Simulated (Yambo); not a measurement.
Yambo run on CsSnBr3 (cubic perovskite, space group Pm-3m, No. 221). The wavefunctions are norm-conserving PBE (stringent potentials; Quantum ESPRESSO, 102 Ry, without SOC) ones on a 2×2×2 mesh (41 occupied bands); a = 5.7802 Å, b = 5.7802 Å, c = 5.7802 Å, α = 90.00°, β = 90.00°, γ = 90.00°.

Yambo input:

```
rim_cut
gw0
dyson
el_el_corr
HF_and_locXC
ppa
em1d
RandQpts= 1000000
RandGvec= 1 Ry
EXXRLvcs= 102 Ry
VXCRLvcs= 408 Ry
Chimod= "HARTREE"
% BndsRnXp
 20 | 553 |
%
NGsBlkXp= 12 Ry
% LongDrXp
 1.0 | 1.0 | 1.0 |
%
PPAPntXp= 27.2114 eV
% GbndRnge
 1 | 553 |
%
GTermKind= "none"
DysSolver= "n"
ExtendOut
% QPkrange
 4 | 4 | 41 | 42 |
%
```

k points by index: 4 = R.

Resulting energies as the program prints them:

```
#    K-point    Band    Eo [eV]    E [eV]    E-Eo [eV]    Vxc [eV]    Vnlxc [eV]    Sc|Eo [eV]    Sc|E [eV]    dSc/dw|Eo [eV]    Re(Z)    Im(Z)
#
    4    41    0.000000    -1.196341    -1.196341    -15.69674    -18.32474    1.121816    1.431658    -7.046900    0.794298    -0.001477
    4    42    0.346465    0.530542    0.184076    -10.76979    -6.885381    -3.655919    -3.700334    -6.561230    0.805721    -0.001473
```
(The two width columns are left out.) Convergence of these settings isn't established.

Geometry relaxed with PBEsol.

The structure is a Materials Project entry; no match was found in the copy of COD used, and its stability was not checked.
